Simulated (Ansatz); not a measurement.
Level of theory: DFT, PBEsol, scalar-relativistic, no spin polarisation; plane waves to 420 eV with PAW datasets (Ansatz 0.2.0), Γ-centred 8×8×6 mesh, 0.05 eV Gaussian smearing. The datasets are Ansatz's generated set soft_2.

A compound LuX has these computed properties.

```
Space group                                           : P6_3/mmc (No. 194)
Conventional cell                                     : a = 4.307 Å, b = 4.307 Å, c = 7.280 Å, α = 90.00°, β = 90.00°, γ = 120.00°
Volume                                                : 29.24 Å³/atom
Band gap                                              : zero (metallic)
Density of states at the Fermi level                  : about 0.1 states/(eV·atom)
f electrons (orthogonalised atomic orbitals)          : Lu 14.00
Formation energy from the elements (0 K, uncorrected) : -0.57 eV/atom
Bulk modulus (Birch–Murnaghan)                        : 56 GPa
```

Sites: Lu on 2c, X on 2a.

**Question.** Which element is X?
A. Tl
B. Pb
C. Bi
D. At

**Answer.** C. X is Bi, so the compound is LuBi.

This is a trial structure: such lanthanide and actinide compounds mostly take the rock-salt structure.

The equation of state has an unusual shape (B0′ outside 2.8 to 7.5), so B0 is less sure. Spin–orbit coupling, which matters for such heavy elements, is left out.
